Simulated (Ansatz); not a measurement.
A trial structure of Si2Bi2S was built thus: random cell by space group and Wyckoff sites (P6/mmm, No. 191). Its size is a rough estimate.

```
Si Bi S
1.0
     4.03654    0.00000    0.00000
    -2.01827    3.49574    0.00000
     0.00000    0.00000    9.02159
Si Bi S
2 2 1
Direct
  0.00000 0.00000 0.34590
  0.00000 0.00000 0.65410
  0.00000 0.00000 0.15706
  0.00000 0.00000 0.84294
  0.00000 0.00000 0.50000
```

Theory: Ansatz 0.2.0, DFT PBE, scalar-relativistic, plane waves, PAW. Cutoff 420 eV, Gaussian smearing, Γ-centred meshes. Cell and atoms relax first on a coarse mesh and then on a finer one. In between, the cell is made exact in the group found at 0.06 Å. In metals the finer mesh still leaves noise of several meV/atom or more. The steps can't lower the symmetry of their start. No spin polarisation.

A guess keeps its type if space group and coordination stay and the shape of the cell changes little (axis ratios within about 15 %, angles within 6°); the volume may change.

Task: Does this structure survive the relaxation?

Result: It doesn't keep its type. The symmetry stays P6/mmm (No. 191). The volume per atom grows by 7.2 %, from 25.5 to 27.3 Å³. The shortest distance goes from 1.39 Å (Si–S) to 2.10 Å (Si–S). The ratio c/a of the conventional cell changes by a factor of 1.88. Counting neighbours within 15 % of an atom's shortest distance, the start has Bi 1, S 2, Si 1 and the end Bi 8, S 2, Si 1. In detail, at the end Si is surrounded by 1 S at 2.10 Å, 6 Si at 3.35 Å and 1 Bi at 3.36 Å; Bi is surrounded by 1 Bi at 3.14 Å, 6 Bi at 3.35 Å and 1 Si at 3.36 Å; S is surrounded by 2 Si at 2.10 Å.

Space group P6/mmm (No. 191). a = 3.347 Å, b = 3.347 Å, c = 14.066 Å, α = 90.00°, β = 90.00°, γ = 120.00°
```csv
atom,site,symmetry,x,y,z
Si,2e,6mm,0.0000,0.0000,0.3507
Bi,2e,6mm,0.0000,0.0000,0.1117
S,1b,6/mmm,0.0000,0.0000,0.5000
```

Formation energies are uncorrected and refer to the elements' standard structures at the same level.

Task: At what energy does it end?

Result: +0.53 eV/atom. A positive value: parting into the elements would lower its energy.

The last run used a 12×12×4 mesh (in the run's order of axes) for its 5-atom cell and Gaussian smearing of 0.10 eV. These runs have no spin–orbit coupling, which can matter for Bi. The reference form of S is held partly by dispersion forces, which this level lacks. A structure relaxed within its symmetry needn't be a true minimum. Another cell of Si2Bi2S relaxed alike, in P-3m1, lies 0.36 eV/atom lower, so this cell isn't the stable form at this level.
